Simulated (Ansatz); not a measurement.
Al₂Au (fluorite type, space group Fm-3m)

```
Al2Au
1.0
    0.00000     3.02996     3.02996
    3.02996     0.00000     3.02996
    3.02996     3.02996     0.00000
Al Au
2 1
Direct
  0.25000   0.25000   0.25000
  0.75000   0.75000   0.75000
  0.00000   0.00000   0.00000
```

The slice is a {100} plane (indices of the conventional cell) through the point (0.000, 0.000, 0.000) (fractional), spanned by u = [100] and v = [0 1 -1] in vectors of this cell: u (4.29 Å) and v (4.29 Å, at 90° to u). It covers one period; positions are fractions (u, v).

These are PBE (plane waves to 420 eV, PAW, scalar-relativistic; Ansatz, a first-principles code) values and carry that method's errors. k mesh 13×13×13. These are valence fields of a PAW run, semicore shells included where kept as valence: close to a nucleus they are smooth pseudo fields. Al2Au was relaxed with its symmetry unable to fall. Spin-orbit coupling is left out, though Au is heavy.

Task: Predict the map of the valence electron density on the slice.

Result: 
```
|999876544333333344567899|
|998875543333333334557889|
|888765443333333334456788|
|777654433322222333445677|
|665544332222222223344556|
|555443322222122222334455|
|444433222111111122233444|
|443332221111111112223334|
|333332211100000111223333|
|333322211000000011222333|
|333322211000000011222333|
|333322111000000011122333|
|333322211000000011222333|
|333322211000000011222333|
|333332211100000111223333|
|443332221111111112223334|
|444433222111111122233444|
|555443322222122222334455|
|665544332222222223344556|
|777654433322222333445677|
|888765443333333334456788|
|998875543333333334557889|
|999876544333333344567899|
|999876544333333344567899|
```
Scale: ten equal steps from -1.76 (start of '0') to 1.18 (end of '9'), in the order '0123456789'. Values: log₁₀ of the valence density in e/Å³. The map has 24 points along u (one character each, u = 0 at the left) and 24 along v (v = 0 in the bottom row). The scale is logarithmic, as a density can span decades between atoms and voids.
